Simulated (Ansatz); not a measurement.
## Zone-centre phonons of Co$_{3}$W: input and output

All numbers below come from DFT LDA, scalar-relativistic, plane waves, PAW in Ansatz 0.2.0.

Launched with:
```bash
ansatz run input.yaml --threads 4 --pin off --max-ram 12288MiB --backend cpu --events-out ev --progress --plain --runs-dir out
```

Input (bare energies are in eV):
```yaml
crystal:
  lattice:
    - [5.0027360232, 0.0, 0.0]
    - [-2.5013680116, 4.3324964845, 0.0]
    - [0.0, 0.0, 4.0130015318]
  atoms:
    - { symbol: Co, position: [0.838477892, 0.6769557839, 0.25] }
    - { symbol: Co, position: [0.161522108, 0.838477892, 0.75] }
    - { symbol: Co, position: [0.3230442161, 0.161522108, 0.25] }
    - { symbol: Co, position: [0.161522108, 0.3230442161, 0.75] }
    - { symbol: Co, position: [0.838477892, 0.161522108, 0.25] }
    - { symbol: Co, position: [0.6769557839, 0.838477892, 0.75] }
    - { symbol: W, position: [0.3333333333, 0.6666666667, 0.25] }
    - { symbol: W, position: [0.6666666667, 0.3333333333, 0.75] }
basis:
  ecutwfc: 420
kpoints:
  mp_grid: { grid: [12, 12, 10] }
hamiltonian:
  xc: lda
scf:
  occupations: { method: fermi_dirac, width: 0.15 }
output:
  eigenvalues: true
phonons:
  method: dfpt
  eigenvectors: true
```

The end of the output:
```
--- Phonons (Γ-DFPT): 5 representative perturbations + reference, on 258 of 1440 k-points (Σ response iterations 19) ---
  k mesh reduced under 4 symmetry operations, with k and −k counted as one. Each operation leaves every solved displacement unchanged or reverses it
  ASR residual: 2.141e-3 → 0.000e0 eV/Å²; symmetrization residual: 1.786e-5 eV/Å²
  ASR residual per site (eV/Å²): 1.88e-3 1.85e-3 1.85e-3 1.88e-3 1.85e-3 1.85e-3 2.14e-3 2.14e-3
  Γ frequencies (cm⁻¹): 0.00 0.00 0.00 113.07 113.07 120.09 189.81 202.04 202.04 203.14 217.06 217.06 220.69 220.69 269.98 276.30 276.30 282.01 282.01 285.57 285.57 298.60 307.61 311.08
  non-analytic LO–TO correction: not included (Born effective charges unavailable; polar crystals: no LO–TO splitting at Γ)
```

Time: 4 min on 4 threads of Oxide Virtual Turin-like Processor (Zen 5), with other jobs on the host, peak memory 5.4 GiB.

In a metal, frequencies and elastic constants depend on the k mesh and the smearing, soft modes and shear constants most. Spin polarisation was left out, and a magnetic state may lie lower. Spin–orbit coupling is left out, which can shift energies with elements as heavy as these.